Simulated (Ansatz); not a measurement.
MnRu (P-6m2); total moment held at 3.2 μB.

```xyz
2
Lattice="2.6252 0.0000 0.0000 -1.3126 2.2735 0.0000 0.0000 0.0000 4.0655" Properties=species:S:1:pos:R:3 pbc="T T T"
Mn    1.3126    0.7578    2.0328
Ru    0.0000    1.5157    0.0000
```

Geometry: a structure from the Materials Project; nothing is relaxed.

Functional, mesh and filling: PBEsol, 13×13×7 k mesh, Fermi–Dirac smearing of 0.05 eV. AE-PAW is all-electron PAW in Ansatz 0.2.0 on datasets made for the crystal. Site moments are integrated in spheres about the atoms. Start moments (μB): Mn1 1.6, Ru2 1.6.

The self-consistent cycle went as follows.

```tsv
iteration	Harris–Foulkes energy less the last (meV)	density residual (eV)	M (μB)	∫|m| (μB)
1	-1748.469	1.3e+01	3.2000	3.2000
2	-781.622	7.3e+00	3.2000	3.2000
3	-2217.721	3.3e+01	3.2000	3.2000
4	-11.444	6.4e-01	3.2000	3.2000
5	114.410	1.6e-01	3.2000	3.2000
6	13.547	5.9e-03	3.2000	3.2003
7	3.729	1.2e-02	3.2000	3.2059
8	2.966	1.3e-02	3.2000	3.2186
9	-0.217	4.9e-03	3.2000	3.2197
10	-0.015	3.3e-04	3.2000	3.2215
11	-0.015	2.2e-04	3.2000	3.2219
12	0.000	2.4e-06	3.2000	3.2219
13	0.000	1.2e-07	3.2000	3.2219
14	0.000	5.6e-09	3.2000	3.2219
```

Site moments (μB): Mn1 2.79, Ru2 0.19. Cell moment 3.20 μB.

The Ansatz runs typed with the search for lower states off end where their start leads. None of this fixes the real material's magnetic order: only patterns that fit the cell were computed, at zero temperature, with a functional that can overstate moments.
